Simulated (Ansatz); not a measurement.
Starting cell, Ga (space group Cmce):

```
Ga
1.0
    4.57459    -7.73991     0.00000
    4.57459     0.00000     0.00000
    0.00000     0.00000     4.58772
Ga
8
Cartesian
  6.86189  -5.07989   4.21027
  4.57459  -1.20993   4.21027
  2.28730  -2.66002   0.37745
  4.57459  -6.52997   0.37745
  6.86189  -6.52997   1.91641
  4.57459  -2.66002   1.91641
  2.28730  -1.20993   2.67131
  4.57459  -5.07989   2.67131
```

A phonon eigenvector at Y = (0.5, 0.5, 0.0) is frozen into this cell: atom i moves by Q times the vector below, so Q is the largest atomic displacement, in Å. The cell is held. (q is in reciprocal vectors of the primitive cell; the cell shown is doubled to hold the pattern.)

```json
[
 {"atom": "Ga1", "x": "0.000", "y": "0.249", "z": "-0.968"},
 {"atom": "Ga2", "x": "0.000", "y": "-0.249", "z": "0.968"},
 {"atom": "Ga3", "x": "0.000", "y": "-0.249", "z": "0.968"},
 {"atom": "Ga4", "x": "0.000", "y": "0.249", "z": "-0.968"},
 {"atom": "Ga5", "x": "0.000", "y": "-0.249", "z": "-0.968"},
 {"atom": "Ga6", "x": "0.000", "y": "0.249", "z": "0.968"},
 {"atom": "Ga7", "x": "0.000", "y": "0.249", "z": "0.968"},
 {"atom": "Ga8", "x": "0.000", "y": "-0.249", "z": "-0.968"}
]
```

Method: PBE (plane waves to 420 eV, PAW, scalar-relativistic; Ansatz, a quantum-chemistry and plane-wave program). k mesh 6×12×10 (Γ-centred), Fermi-Dirac smearing 0.05 eV. The energy includes the smearing's −TS. With partly filled bands, energies and forces of such displacements shift with the k mesh and the smearing. Ga was relaxed with its symmetry unable to fall. ΔE is measured from the undisplaced structure. The last digit holds for this mesh only.

```json
[
 {"Q (Å)": "-0.1000", "ΔE (meV/cell)": "12.24"},
 {"Q (Å)": "-0.0833", "ΔE (meV/cell)": "8.46"},
 {"Q (Å)": "-0.0667", "ΔE (meV/cell)": "5.39"},
 {"Q (Å)": "-0.0500", "ΔE (meV/cell)": "withheld"},
 {"Q (Å)": "-0.0333", "ΔE (meV/cell)": "1.34"},
 {"Q (Å)": "-0.0167", "ΔE (meV/cell)": "0.33"},
 {"Q (Å)": "0.0000", "ΔE (meV/cell)": "0.00"},
 {"Q (Å)": "0.0167", "ΔE (meV/cell)": "0.33"},
 {"Q (Å)": "0.0333", "ΔE (meV/cell)": "1.34"},
 {"Q (Å)": "0.0500", "ΔE (meV/cell)": "withheld"},
 {"Q (Å)": "0.0667", "ΔE (meV/cell)": "5.39"},
 {"Q (Å)": "0.0833", "ΔE (meV/cell)": "8.46"},
 {"Q (Å)": "0.1000", "ΔE (meV/cell)": "12.24"}
]
```

Problem. Fit an even polynomial form (powers 2, 4) to the given rows and predict ΔE at Q = -0.0500.

Solution. Least squares on the 11 given rows: ΔE = (1204)·Q² + (2008)·Q⁴, in meV/cell with Q in Å; root-mean-square residual 0.005 meV/cell. At -0.0500 the fit gives 3.02 meV/cell; the calculation gives 3.02 meV/cell, the same to the digits shown. The quadratic term alone would give 3.01 meV/cell.

(For displaced atoms, the force is minus the slope of the energy, and its curvature is a force constant, which sets phonon frequencies.)
